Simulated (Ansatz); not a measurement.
CdS (zinc blende)

```xyz
2
Lattice="0.0000 2.9633 2.9633 2.9633 0.0000 2.9633 2.9633 2.9633 0.0000" Properties=species:S:1:pos:R:3 pbc="T T T"
S      4.4450     4.4450     4.4450
Cd     0.0000     0.0000     0.0000
```

This relaxed cell (volume V₀) is scaled evenly in all directions, its shape held. Symmetry pins the atoms to their sites.

These are PBE (plane waves to 420 eV, PAW, scalar-relativistic; Ansatz, a program for electronic structure) values and carry that method's errors. k mesh 10×10×10 (Γ-centred), Fermi-Dirac smearing 0.05 eV. E stands for the smeared free energy. Stress and pressure are positive under compression. CdS was relaxed with its symmetry unable to fall. ΔE is measured from the relaxed starting cell.

```
V (Å³/atom)  ΔE (meV/atom)
-----------  -------------
24.460                17.5
24.772                11.0
25.085                 6.0
25.397                 2.6
25.709                 0.6
26.021                 0.0
26.334                 0.6
26.646                 2.4
26.958            withheld
27.270                 9.1
27.583                14.0
```

Question: Fit a third-order Birch-Murnaghan form (E₀, V₀, B₀, B₀′ free) to the given rows and predict ΔE at V = 26.958.

Answer: Least squares on the 10 given rows: ΔE = E₀ + (9V₀B₀/16)·y²·[2 + (B₀′ − 4)y], y = (V₀/V)^(2/3) − 1, with V₀ = 26.022 Å³/atom, B₀ = 53.39 GPa (160.2 GPa = 1 eV/Å³; the term in eV is multiplied by 1000), B₀′ = 4.57, E₀ = -0.01 meV/atom; root-mean-square residual 0.02 meV/atom. At 26.958 the fit gives 5.2 meV/atom; the calculation gives 5.3 meV/atom, so the interpolation is off by -0.1 (-1.9 %). For the pressure the fit gives -1.74 GPa against the computed -1.74 GPa.

(A scan under strain: stresses follow from slopes of the energy per volume, elastic moduli from its curvatures.)
